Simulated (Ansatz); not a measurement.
## CoBi: computed DOS

```xyz
2
Lattice="0.0000 2.9370 2.9370 2.9370 0.0000 2.9370 2.9370 2.9370 0.0000" Properties=species:S:1:pos:R:3 pbc="T T T"
Co    0.0000    0.0000    0.0000
Bi    1.4685    1.4685    1.4685
```

The structure comes from a relaxation in the same program, started in the zincblende type, and has space group F-43m. Whether it is a known phase or the ground state wasn't checked.

No spin–orbit coupling, which matters for the heavy atoms here.

These are results of DFT, PBE, all-electron LAPW, scalar-relativistic (Ansatz 0.2.0), not measurements.

Sampling and basis: a Γ-centred 9×9×9 k mesh, Fermi–Dirac smearing of 0.08 eV, basis error target 0.5 meV/atom, spin-polarised from start moments Co1 2 μB (the moments died away, and the run ended non-magnetic).

Question: Which of the resolved shells contributes most within 0.3 eV of the Fermi level?

Answer: Co 3d, with 69 % of all states there; Bi 6p follows with 21 %.

Question: Where is the centre of the filled Co 3d states between -14 eV and the top of the filled states?

Answer: -1.22 eV from the Fermi level.

Question: Tabulate the density of states.

Answer: States per eV and cell, averaged over 0.4 eV, from -4.2 to 5.6 eV, with energies (bin centres) from the Fermi level; empty bins are left out. The partial columns, the largest 4 alone, are projections on Löwdin-orthogonalised atomic shells (those that the program's projection atoms carry: the occupied ones and, for some elements, an empty d or f shell; other empty shells have no column), summed over atoms of an element. Weights on diffuse s and p shells depend on that basis and aren't pure angular character.
| E (eV) | total | Co 3d | Bi 6p | Co 4s | Bi 6s |
| --- | --- | --- | --- | --- | --- |
| -4.1 | 0.40 | 0.02 | 0.30 | 0.06 | 0.01 |
| -3.7 | 2.54 | 0.25 | 1.79 | 0.41 | 0.05 |
| -3.3 | 1.33 | 0.23 | 0.86 | 0.18 | 0.05 |
| -2.9 | 0.71 | 0.22 | 0.42 | 0.04 | 0.02 |
| -2.5 | 1.52 | 0.52 | 0.89 | 0.08 | 0.01 |
| -2.1 | 3.14 | 1.74 | 1.30 | 0.07 | 0.01 |
| -1.7 | 5.35 | 3.23 | 2.07 | 0.01 | 0.00 |
| -0.9 | 10.00 | 9.66 | 0.08 | 0.04 | 0.01 |
| -0.5 | 3.20 | 2.77 | 0.18 | 0.11 | 0.05 |
| -0.1 | 2.15 | 1.56 | 0.38 | 0.06 | 0.06 |
| 0.3 | 2.06 | 1.22 | 0.65 | 0.05 | 0.05 |
| 0.7 | 1.85 | 0.92 | 0.77 | 0.04 | 0.04 |
| 1.1 | 1.57 | 0.65 | 0.76 | 0.03 | 0.03 |
| 1.5 | 1.37 | 0.47 | 0.75 | 0.03 | 0.02 |
| 1.9 | 1.19 | 0.36 | 0.70 | 0.02 | 0.02 |
| 2.3 | 0.76 | 0.21 | 0.46 | 0.01 | 0.01 |
| 2.7 | 0.46 | 0.12 | 0.29 | 0.01 | 0.01 |
| 3.1 | 0.26 | 0.07 | 0.17 | 0.00 | 0.00 |
| 3.5 | 0.13 | 0.03 | 0.08 | 0.00 | 0.00 |
| 3.9 | 0.01 | 0.00 | 0.00 | 0.00 | 0.00 |
| 4.3 | 0.20 | 0.01 | 0.01 | 0.01 | 0.00 |
| 4.7 | 0.54 | 0.03 | 0.04 | 0.07 | 0.02 |
| 5.1 | 1.29 | 0.05 | 0.12 | 0.29 | 0.05 |
| 5.5 | 2.06 | 0.06 | 0.20 | 0.48 | 0.07 |
